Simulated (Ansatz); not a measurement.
B$_{4}$C:
```
CELL_PARAMETERS angstrom
      4.37651     2.79718     0.00000
     -4.37651     2.79718     0.00000
     -2.43094     0.00000     4.42083
ATOMIC_POSITIONS crystal
  B  0.49185 0.50815 0.83746
  B  0.50229 0.17583 0.48470
  B  0.82417 0.49771 0.48470
  B  0.49389 0.83101 0.50461
  B  0.16899 0.50611 0.50461
  B  0.30657 0.69343 0.18058
  B  0.69001 0.30999 0.81185
  B  0.30322 0.18818 0.69479
  B  0.81182 0.69678 0.69479
  B  0.69604 0.81744 0.29919
  B  0.18256 0.30396 0.29919
  B  0.00052 0.99948 0.98905
  C  0.50303 0.49697 0.17501
  C  0.12422 0.87578 0.88158
  C  0.87947 0.12053 0.10396
```

Relaxed with r²SCAN. Special points in fractions of this cell's reciprocal vectors: Γ (0.000, 0.000, 0.000); C (0.383, 0.383, 0.000); C2 (-0.383, 0.617, 0.000); Y2 (-0.500, 0.500, 0.000); M2 (-0.500, 0.500, 0.500); D (-0.272, 0.728, 0.500); D2 (0.272, 0.272, 0.500); A (0.000, 0.000, 0.500); L2 (0.000, 0.500, 0.500); V2 (0.000, 0.500, 0.000).

List the band energies nearest the valence-band maximum at these points for r²SCAN in the plane-wave PAW code Ansatz.

In eV from the valence-band maximum; about four levels below and three above (degenerate sets whole), none deeper than 8.9 eV; points with the same levels are listed once.

```json
[
 {"k": "Γ", "below": "-1.11 -1.04 -0.77 -0.25", "above": "5.39 5.70 5.76"},
 {"k": "C", "below": "-2.37 -1.90 -1.25 -0.45", "above": "3.67 4.00 4.52"},
 {"k": "Y2", "below": "-2.51 -1.66 -1.27 0.00", "above": "3.57 4.27 4.89"},
 {"k": "M2", "below": "-1.27 -1.09 -1.01 -0.50", "above": "3.23 3.77 4.45"},
 {"k": "D", "below": "-1.80 -1.57 -1.26 -0.93", "above": "3.78 3.89 4.78"},
 {"k": "A", "below": "-1.84 -1.50 -1.28 -0.26", "above": "3.22 4.20 4.48"},
 {"k": "L2", "below": "-2.24 -1.46 -0.73 -0.36", "above": "3.51 4.41 5.00"},
 {"k": "V2", "below": "-2.25 -1.76 -1.06 -0.73", "above": "3.23 3.68 4.45"}
]
```

Space group Cm. The workflow started from a Materials Project entry (that database holds measured and hypothetical structures alike); the Crystallography Open Database copy checked does not list it. Its standing as an ambient phase is unchecked. Symmetry was held in the r²SCAN relaxation; of distortions, only those at the zone centre were tested.

Potentials: the later of the program's two PAW sets.
